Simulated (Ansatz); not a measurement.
NbIr (L1₀ or tetragonal B2, space group No. 123), the program Ansatz at the LDA level (PAW), all energies at zero smearing, with the estimated change up to a 700 eV cutoff added, with one set of potentials and settings (totals compare only within such a set). Cell of 2 atoms (1 Nb, 1 Ir): -16107.068 eV.

| element | reference phase | E (eV/atom) |
|---|---|---|
| Nb | Im-3m, 1 atoms in the cell | -4442.5966 |
| Ir | Fm-3m, 1 atoms in the cell | -11663.3971 |

Formation energy per atom, worked out: (-16107.068 − 1×(-4442.5966) − 1×(-11663.3971))/2 = -0.537 eV/atom (-52 kJ per mol of atoms), at 0 K, without zero-point energy or fitted corrections.

Space group P4/mmm (L1₀ or tetragonal B2). The workflow started from a Materials Project entry (that database holds measured and hypothetical structures alike); the Crystallography Open Database files this formula in space group No. 123, but the cells were not matched. Its standing as an ambient phase is unchecked. Symmetry was held in the LDA relaxation; of distortions, only those at the zone centre were tested. The run is not spin-polarised. The references are the lowest solids computed at this level, not always the standard phases. Spin–orbit coupling is left out wherever it is not named.

Potentials: the later of the program's two PAW sets.
